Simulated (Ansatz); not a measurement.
CaF₂ (fluorite, Fm-3m), plane-wave PAW PBEsol (Ansatz code). The conduction-band minimum lies at Γ, with 1 equivalent valley. Second derivatives d²E/dk² of the lowest band at one valley (eV·Å²), along Cartesian directions:

```tsv
direction	d²E/dk²
[100]	13.93
[010]	13.93
[001]	13.93
[110]	13.92
[101]	13.92
[011]	13.92
```

Task: Find the principal effective masses, the density-of-states mass and the conductivity mass.

Result: Off-diagonal terms follow from H_xy = H[110] − (H_xx + H_yy)/2, and m*/mₑ = 7.620 eV·Å² over each eigenvalue: 0.55, 0.55, 0.55. One valley's DOS mass (m₁m₂m₃)^(1/3) = 0.55, conductivity mass 3/(Σ 1/mᵢ) = 0.55 mₑ.

Task: What effective density of states Nc follows at 300 K for parabolic valleys?

Result: Nc = 2.509e19 × 1 × (0.55)^(3/2) ≈ 1.0e19 cm⁻³.

The cell was relaxed with PBEsol under the symmetry of its start.

Potentials: the later of the program's two PAW sets.

Edges and masses are those of Kohn–Sham bands, whose gap is no quasiparticle gap.
